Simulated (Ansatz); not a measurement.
IrW:
```xyz
4
Lattice="1.3776 -5.0701 0.0000 1.3776 5.0701 0.0000 0.0000 0.0000 4.2976" Properties=species:S:1:pos:R:3 pbc="T T T"
W      1.3776    -1.6589     1.0744
Ir     1.3776    -4.3070     1.0744
W      1.3776     1.6589     3.2232
Ir     1.3776     4.3070     3.2232
```

Relaxed with PBEsol. Special points in fractions of this cell's reciprocal vectors: Γ (0.000, 0.000, 0.000); Y (-0.500, 0.500, 0.000); C0 (-0.268, 0.732, 0.000); Σ0 (0.268, 0.268, 0.000); Z (0.000, 0.000, 0.500); A0 (0.268, 0.268, 0.500); E0 (-0.268, 0.732, 0.500); T (-0.500, 0.500, 0.500); S (0.000, 0.500, 0.000); R (0.000, 0.500, 0.500).

### Question
List the band energies nearest the Fermi level at these points for DFT-PBEsol in the program Ansatz with PAW potentials.

### Answer
In eV from the Fermi level; about four levels below and three above (degenerate sets whole), none deeper than 8.9 eV; points with the same levels are listed once.

```
k                           below                above
--  -----------------------------  -------------------
Γ         -1.48 -0.90 -0.82 -0.68       0.84 1.69 2.33
Y   -1.28 -1.28 -1.21 -1.19 -0.81       1.30 2.88 2.97
C0        -2.26 -1.77 -1.60 -0.71       0.40 1.54 2.06
Z         -2.13 -2.13 -0.89 -0.89  0.15 0.15 1.39 1.39
A0        -1.49 -1.49 -0.31 -0.31  0.07 0.07 2.49 2.49
T         -1.33 -1.33 -0.88 -0.88  2.05 2.05 2.54 2.54
S         -2.26 -2.22 -0.95 -0.86       0.53 1.53 1.93
R         -0.48 -0.48 -0.22 -0.22  1.86 1.86 3.38 3.38
```

Space group Cmcm. The start of the workflow was typed in or built on a structure type; neither database checked (COD, Materials Project) lists it. COD files the formula under space group No. 51. Whether it is the stable phase at ambient conditions was not checked. Symmetry was held in the PBEsol relaxation; its stability against distortions is not shown here. No spin polarisation was allowed. Scalar-relativistic: spin–orbit coupling is off unless named, which matters more the heavier the elements.

Potentials: the earlier of the program's two PAW sets. The files were generated under PBE; for other functionals the program regenerates the frozen cores, and for LDA and PBEsol the local potential too.
